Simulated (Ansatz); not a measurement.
**LaSi₂C₂, a known structure type with other elements, at an estimated volume**

```xyz
10
Lattice="4.2158 0.0000 0.0000 0.0000 4.2158 0.0000 0.0000 0.0000 8.7406" Properties=species:S:1:pos:R:3 pbc="T T T"
C     0.7293    2.1079    2.1852
C     2.1079    3.4865    6.5555
C     3.4865    2.1079    2.1852
C     2.1079    0.7293    6.5555
La    0.0000    0.0000    0.0000
La    0.0000    0.0000    4.3703
Si    2.1079    0.9528    2.1852
Si    0.9528    2.1079    6.5555
Si    2.1079    3.2630    2.1852
Si    3.2630    2.1079    6.5555
```

Method: PBE, no spin polarisation; PAW, plane waves to 420 eV, 8×8×4 Γ-centred mesh, fermi-dirac occupations (width 0.1 eV) (Ansatz 0.2.0), atoms fixed.

Problem. What do density and ELF say about some of the short contacts?

Solution. C–C at 1.46 Å: least valence density 1.74 e/Å³ and ELF 0.91 there. La–C at 3.12 Å: least valence density 0.13 e/Å³ and ELF 0.08 there. Si–C at 1.80 Å is left out, since its least density falls inside a PAW sphere. Si–Si at 1.91 Å is left out, since its least density falls inside a PAW sphere. These are pseudo-fields; inside the PAW spheres they differ from the all-electron ones.

Problem. Metal or insulator?

Solution. It is a metal, with about 3.5 states/eV a cell as the mean within 0.25 eV of the Fermi level, mostly La d (33 %), C p (21 %) and Si p (14 %).

Problem. Is it stable against the elements?

Solution. 0.46 eV an atom against the elements' usual phases (free molecules for gases, crystals otherwise, with no correction for O₂ or N₂), so at this geometry it isn't bound against them. Relaxing would lower it.

Problem. Which element gives electrons and which takes them?

Solution. Bader charges in e: La +1.42, Si +1.97, C -1.87. In the mean Si gives up most and C takes most. There are 2 density maxima away from the nuclei.

Origin: a known structure type with other elements, at an estimated volume, so it need not be a known compound. Caveats: atoms or cell far from equilibrium; f levels without a U or exact exchange are poorly placed.
